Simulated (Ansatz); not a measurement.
# CdSiN2 (ordering on zincblende): zone-centre phonons and dielectric response

Perturbation theory with PBEsol in Ansatz 0.2.0 on the PBEsol cell, ground state and force constants on an 8×8×4 mesh. Spin-unpolarised throughout. Whether this structure exists isn't addressed.

Space group P-4m2 (No. 115), tetragonal; conventional cell a = 3.037 Å, c = 5.072 Å, 11.70 Å³ an atom. Cd is surrounded by 4 N at 2.22 Å; N is surrounded by 2 Si at 1.78 Å and 2 Cd at 2.22 Å; Si is surrounded by 4 N at 1.78 Å.

```xyz
4
Lattice="3.0375 0.0000 0.0000 0.0000 3.0375 0.0000 0.0000 0.0000 5.0723" Properties=species:S:1:pos:R:3 pbc="T T T"
Cd    0.0000    0.0000    0.0000
N     0.0000    1.5187    1.6129
Si    1.5187    1.5187    2.5362
N     1.5187    0.0000    3.4595
```

Optical modes without the longitudinal term:
```csv
ω (cm⁻¹),degeneracy,"IR intensity, summed over the level ((D/Å)²/amu)"
152,2,1.58
351,1,3.73
461,2,20.91
697,1,0.00
734,1,26.59
750,2,48.73
```

The zone-centre optical frequencies run from 152 to 750 cm⁻¹, none imaginary (the rest of the zone wasn't tested). With the long-range field the highest mode reaches 879 cm⁻¹. By the program's warning the force constants, and with them frequencies and ε⁰, aren't converged on this mesh. Of the real levels 5 are infrared active, the strongest at 750 cm⁻¹.

ε∞: 6.17 along x and y, 6.64 along z. With the ions relaxed, ε⁰ is 11.9 along x and y, 10.3 along z. Born charges, averaged over directions: Cd +2.08, N -2.67, Si +3.27 e.

For comparison, on the r2SCAN cell the mean ε∞ is 5.72 with r2SCAN (ground state on 8×8×4; least gap 1.51 eV), 6.30 with PBE (ground state on 8×8×4; least gap 1.16 eV).

The runs are scalar-relativistic, without spin-orbit coupling.
